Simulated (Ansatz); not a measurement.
GaN: from a starting cell to a relaxed one

The start is a relaxed GaN cell with every coordinate shifted by Gaussian noise of σ = 0.1 Å. The cell and all atomic positions are relaxed at zero pressure with PBE (plane waves to 420 eV, PAW, scalar-relativistic; Ansatz, a quantum-chemistry and plane-wave program). The first steps use a coarse 7×7×2 k-mesh.

The start:
```
CELL_PARAMETERS angstrom
      3.21677     0.00000     0.00000
     -1.60838     2.78580     0.00000
      0.00000     0.00000    15.74788
ATOMIC_POSITIONS crystal
  Ga 0.04668 0.97291 0.00498
  Ga 0.97842 0.00186 0.49194
  Ga 0.67551 0.34885 0.82348
  Ga 0.28429 0.66235 0.32590
  Ga 0.70005 0.33178 0.15375
  Ga 0.33462 0.67526 0.67560
  N  0.00642 0.98555 0.87302
  N  0.00372 0.01219 0.37123
  N  0.70710 0.39299 0.69736
  N  0.34292 0.68922 0.21645
  N  0.67294 0.35966 0.03578
  N  0.29478 0.66410 0.54292
```

Problem. How large is the pressure on the unrelaxed cell, and of which sign?

Solution. +5.3 GPa (positive: the cell is compressed).

Problem. By how much does the energy per atom fall from start to end?

Solution. 0.25 eV/atom.

Problem. How do the shortest distances between atoms change?

Solution. The closest pairs of elements (up to four, under 3.6 Å), start → end: Ga–N 1.73 → 1.97 Å; N–N 2.93 → 3.21 Å; Ga–Ga 2.95 → 3.21 Å.

Problem. Is the relaxed structure metallic? Give its gap.

Solution. 1.59 eV, direct at Γ (no spin-orbit coupling).

Final structure:

Space group P6₃mc (No. 186); a = 3.217 Å, b = 3.217 Å, c = 15.748 Å, α = 90.00°, β = 90.00°, γ = 120.00°

| atom | site | symmetry | x | y | z |
|---|---|---|---|---|---|
| Ga | 2a | 3m. | 0.0000 | 0.0000 | 0.4968 |
| Ga | 2b | 3m. | 0.3333 | 0.6667 | 0.3304 |
| Ga | 2b | 3m. | 0.6667 | 0.3333 | 0.1637 |
| N | 2a | 3m. | 0.0000 | 0.0000 | 0.3717 |
| N | 2b | 3m. | 0.3333 | 0.6667 | 0.2052 |
| N | 2b | 3m. | 0.6667 | 0.3333 | 0.0385 |

Final values are on a 10×10×2 k-mesh of the relaxed cell. No spin polarisation in the result.

The first start was generated by placing the elements on the sites of a structure type. A measured structure of GaN has the same space group, P6₃mc (No. 186); the sites were not compared with it.
